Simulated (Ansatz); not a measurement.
TaC (rock salt), relaxed with PBE (Ansatz, a quantum-chemistry and plane-wave program, plane waves, PAW): a = b = c = 4.4754 Å, α = β = γ = 90.00°.

* **ΔH_f (eV/atom)**: -0.60
* **B₀ by P(V) fit (GPa)**: 324

Question: The same phase is relaxed and computed with PBEsol in the same code. What are the cell and these values now?

Answer: a = b = c = 4.440 Å, α = β = γ = 90.00°.

- ΔH_f (eV/atom): -0.68
- B₀ by P(V) fit (GPa): 344

All cells were relaxed under the symmetry of their starts (and spin orders); stability against distortions was not tested throughout. Rows with no word on spin ran without spin polarisation. Spin–orbit coupling is left out wherever it is not named.

Potentials: the later of the program's two PAW sets.

Ansatz is a plane-wave DFT program.

Formation energies count from the lowest solids of the elements computed at the same level, not from gases.
